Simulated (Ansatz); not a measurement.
Here is the system:

Ti₅Ge₃:
```cif
data_Ge6Ti10
_chemical_formula_sum 'Ge6 Ti10'
_space_group_name_H-M_alt 'P 1'
_space_group_IT_number 1
_cell_length_a 7.49779
_cell_length_b 7.49779
_cell_length_c 5.14652
_cell_angle_alpha 90.000
_cell_angle_beta 90.000
_cell_angle_gamma 120.000
loop_
_space_group_symop_operation_xyz
  'x, y, z'
loop_
_atom_site_label
_atom_site_type_symbol
_atom_site_fract_x
_atom_site_fract_y
_atom_site_fract_z
_atom_site_occupancy
Ge1 Ge 0.61008 0.00000 0.25000 1
Ge2 Ge 0.61008 0.61008 0.75000 1
Ge3 Ge 0.00000 0.61008 0.25000 1
Ge4 Ge 0.38992 0.00000 0.75000 1
Ge5 Ge 0.38992 0.38992 0.25000 1
Ge6 Ge 0.00000 0.38992 0.75000 1
Ti1 Ti 0.33333 0.66667 0.00000 1
Ti2 Ti 0.66667 0.33333 0.50000 1
Ti3 Ti 0.66667 0.33333 0.00000 1
Ti4 Ti 0.33333 0.66667 0.50000 1
Ti5 Ti 0.25035 0.00000 0.25000 1
Ti6 Ti 0.25035 0.25035 0.75000 1
Ti7 Ti 0.00000 0.25035 0.25000 1
Ti8 Ti 0.74965 0.00000 0.75000 1
Ti9 Ti 0.74965 0.74965 0.25000 1
Ti10 Ti 0.00000 0.74965 0.75000 1
```

This is the PBEsol-relaxed structure.

Task: All from DFT-PBEsol in the program Ansatz with PAW potentials, unless another level is named. Give the electronic character.

Result: metallic (no gap).

Task: Next, the density of states at the Fermi level?

Result: 0.55 states/eV per atom (mean over ±0.08 eV).

Task: Next, the formation energy from the elements (no fitted shifts)?

Result: -0.77 eV/atom.

Space group P6_3/mcm. The workflow started from an entry of the Crystallography Open Database (COD). Whether it is the stable phase at ambient conditions was not checked. The PBEsol relaxation kept the symmetry of its start; whether a distortion lowers the energy is not shown. No spin polarisation was allowed. The references are the lowest solids computed at this level, not always the standard phases. Scalar-relativistic: spin–orbit coupling is off unless named, which matters more the heavier the elements.

Potentials: the later of the program's two PAW sets.
